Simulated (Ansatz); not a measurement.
Band structure of I

```
I
1.0
     3.62750   -2.39750    0.00000
     3.62750    2.39750    0.00000
     0.00000    0.00000    9.78000
I
4
Cartesian
  3.6275 -1.6783 1.1443
  3.6275 -0.7193 6.0343
  3.6275 1.6783 8.6357
  3.6275 0.7193 3.7457
```

Atoms are numbered in the order listed.

The cell is COD entry 1010091, as deposited and not checked against the literature; nothing was relaxed. It is an old determination, and later ones may differ.

No spin–orbit coupling, which matters for the heavy atoms here.

Computed with DFT, PBE, all-electron LAPW, scalar-relativistic in Ansatz 0.2.0.

Numerical set-up: a Γ-centred 6×6×3 k mesh, Fermi–Dirac smearing of 0.03 eV, basis error target 0.5 meV/atom, no spin polarisation.

Points in fractions of the reciprocal vectors of this cell: Γ (0, 0, 0), Y (0.5, 0.5, 0), F0 (0.359, 0.641, 0), Δ0 (-0.359, 0.359, 0), Z (0, 0, 0.5), B0 (-0.359, 0.359, 0.5), G0 (0.359, 0.641, 0.5), T (0.5, 0.5, 0.5). The path joins them by straight lines in the order Γ–Y–F0–Δ0–Γ–Z–B0–G0–T; legs that retrace an earlier one aren't tabulated. Energies are in eV from the top of the valence band.

Q: Is there a gap, and where are the band edges?

A: 1.24 eV, indirect from the line B0 (-0.359, 0.359, 0.5)–G0 (0.359, 0.641, 0.5) to the line Y (0.5, 0.5, 0)–F0 (0.359, 0.641, 0).

Q: List the levels between -5 and 5 eV at the symmetry points.

A: 
Γ: -4.50, -3.15, -1.79, -1.69, -1.22, -1.16, -1.10, -0.53, -0.10, -0.04, 1.35, 2.15
Y: -4.21, -3.56, -3.47, -2.71, -2.29, -1.92, -1.86, -1.38, -0.71, -0.29, 1.24, 1.78
F0: -4.34, -4.00, -3.20, -2.51, -2.43, -2.25, -1.57, -1.02, -0.67, -0.24, 1.64, 1.84
Δ0: -4.34, -4.00, -3.20, -2.51, -2.43, -2.25, -1.57, -1.02, -0.67, -0.24, 1.64, 1.84
Z: -3.91 (×2), -1.48 (×2), -1.16 (×2), -1.00 (×2), -0.06 (×2), 1.58 (×2)
B0: -4.09 (×2), -2.92 (×2), -2.63 (×2), -0.82 (×2), -0.60 (×2), 1.71 (×2)
G0: -4.09 (×2), -2.92 (×2), -2.63 (×2), -0.82 (×2), -0.60 (×2), 1.71 (×2)
T: -3.90 (×2), -3.27 (×2), -1.86 (×2), -1.23 (×2), -0.98 (×2), 1.36 (×2)

Kohn–Sham gaps of semilocal functionals usually fall short of measured ones.
